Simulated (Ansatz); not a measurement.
LiNbO₃:
```cif
data_Li6Nb6O18
_chemical_formula_sum 'Li6 Nb6 O18'
_space_group_name_H-M_alt 'R3c :H'
_space_group_IT_number 161
_space_group_name_Hall 'R 3 -2"c'
_cell_length_a 5.13770
_cell_length_b 5.13770
_cell_length_c 13.88507
_cell_angle_alpha 90.000
_cell_angle_beta 90.000
_cell_angle_gamma 120.000
loop_
_atom_site_label
_atom_site_type_symbol
_atom_site_symmetry_multiplicity
_atom_site_Wyckoff_symbol
_atom_site_fract_x
_atom_site_fract_y
_atom_site_fract_z
_atom_site_occupancy
Li1 Li 6 a 0.00000 0.00000 0.21882 1
Nb1 Nb 6 a 0.00000 0.00000 0.00081 1
O1 O 18 b 0.01023 0.37813 0.27109 1
```
(The calculation used a cell of 10 atoms; values per cell refer to that cell.)

Relaxed with r²SCAN.

Problem. Decompose the optical modes at the zone centre into irreducible representations, and say which are infrared and Raman allowed.

Solution. Point group 3m: Γ_opt = 4A1 + 5A2 + 9E. Infrared: A1, E. Raman: A1, E.

Problem. Assign frequencies (DFPT, r²SCAN (plane waves, PAW; program Ansatz); without the LO–TO term).

Solution. E 156, A2 219, E 230, A1 252, E 267, A1 277, A2 304, E 317, A1 344, E 358, E 370, A2 403, E 429, A2 456, E 579, A1 629, E 669, A2 889 cm⁻¹.

The cell was relaxed with r²SCAN under the symmetry of its start. No spin polarisation was allowed.

Potentials: the later of the program's two PAW sets.
